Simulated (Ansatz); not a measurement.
A: Ag (fcc, Cu type), a = b = c = 4.0544 Å, α = β = γ = 90.00°
B: GaSb (zinc blende), a = b = c = 6.1114 Å, α = β = γ = 90.00°
C: AlAs (zinc blende), a = b = c = 5.675 Å, α = β = γ = 90.00°
D: Pd (fcc, Cu type), a = b = c = 3.876 Å, α = β = γ = 90.00°
E: MgO (rock salt), a = 4.2141 Å, b = 4.2141 Å, c = 4.2141 Å, α = 90.00°, β = 90.00°, γ = 90.00°

Scan: energy against volume (even scaling of the relaxed cell, symmetry kept). All come from one method, each on a k mesh of its own. All were relaxed with their symmetry unable to fall. At this level the bands of GaSb touch or barely overlap; measurements give the solid a gap. Pd is run without spin polarisation. Spin-orbit coupling is left out.

**Question.** Order them by bulk modulus (fitted) (highest first) at the level PBEsol (plane waves to 420 eV, PAW, scalar-relativistic; Ansatz, a quantum-chemistry and plane-wave program).

**Answer.** D (204 GPa), E (157 GPa), A (119 GPa), C (71.9 GPa), B (51.6 GPa)

(A scan under strain: stresses follow from slopes of the energy per volume, elastic moduli from its curvatures.)
